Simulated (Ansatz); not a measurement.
TaRu: a vibration from a frozen displacement

Computed with DFT PBEsol, scalar-relativistic, plane waves, PAW in Ansatz. Settings: plane waves to 420 eV, k-mesh 16×16×16 (Γ-centred), Gaussian smearing 0.15 eV. Spin–orbit coupling is left out, which matters for the heavy elements here. No spin polarisation. Energies are free energies at this smearing, counted from the undisturbed cell; pressure is positive in compression.

The undisturbed cell (as given, not relaxed at this level; it stands at -11.0 GPa, and it needn't be the usual structure):

```yaml
crystal:
  lattice:
    - [3.18700, 0.00000, 0.00000]
    - [0.00000, 3.18700, 0.00000]
    - [0.00000, 0.00000, 3.18700]
  atoms:
    - { symbol: Ta, position: [0.50000, 0.50000, 0.50000] }
    - { symbol: Ru, position: [0.00000, 0.00000, 0.00000] }
```

Every Ta atom is moved by x along the Cartesian unit vector (0.000, 0.000, 1.000); the cell and all other atoms stay fixed. The cell's volume is 32.37 Å³; the moved atoms weigh 180.948 u together and the others 101.070 u. Some rows repeat others by symmetry and weren't run.

```csv
x (Å),ΔE (meV/cell),total force on the moved atoms along the move (eV/Å),pressure (GPa)
-0.1000,17.96,0.3685,-10.3157
-0.0875,13.67,0.3184,-10.4718
-0.0750,9.99,0.2700,-10.6071
-0.0625,6.91,0.2230,-10.7216
-0.0500,4.41,0.1771,-10.8154
-0.0375,2.47,0.1321,-10.8883
-0.0250,1.10,0.0876,-10.9404
-0.0125,0.27,0.0437,-10.9716
0.0000,0.00,0.0000,-10.9821
0.0125,0.27,-0.0437,-10.9716
0.0250,1.10,-0.0876,-10.9404
0.0375,2.47,-0.1321,-10.8883
0.0500,4.41,-0.1771,-10.8154
0.0625,6.91,-0.2230,-10.7216
0.0750,9.99,-0.2700,-10.6071
0.0875,13.67,-0.3184,-10.4718
0.1000,17.96,-0.3685,-10.3157
```

What frequency belongs to this motion?

The force constant is k = −dF/dx = 3.496 eV/Å², from the parabola through x = -0.0125, 0 and 0.0125. In every cell the moved atoms swing against the rest, so the mass is μ = m₁m₂/(m₁ + m₂) = 64.848 u, and ν̃ = 521.5 cm⁻¹ × √(|k|/μ) = 121 cm⁻¹, at this cell's pressure of -11.0 GPa. To first order in x, and within 1 %, the force on every atom lies along the move and, within each of the two groups, in proportion to the atom's mass, so this is itself a mode at the zone centre of this cell.

How far does the harmonic law reach?

At x = -0.100 Å, kx²/2 = 17.48 meV against the computed 17.96 meV (+2.8 %): the well is still close to harmonic there.

In a metal these slopes depend on the k mesh and the smearing.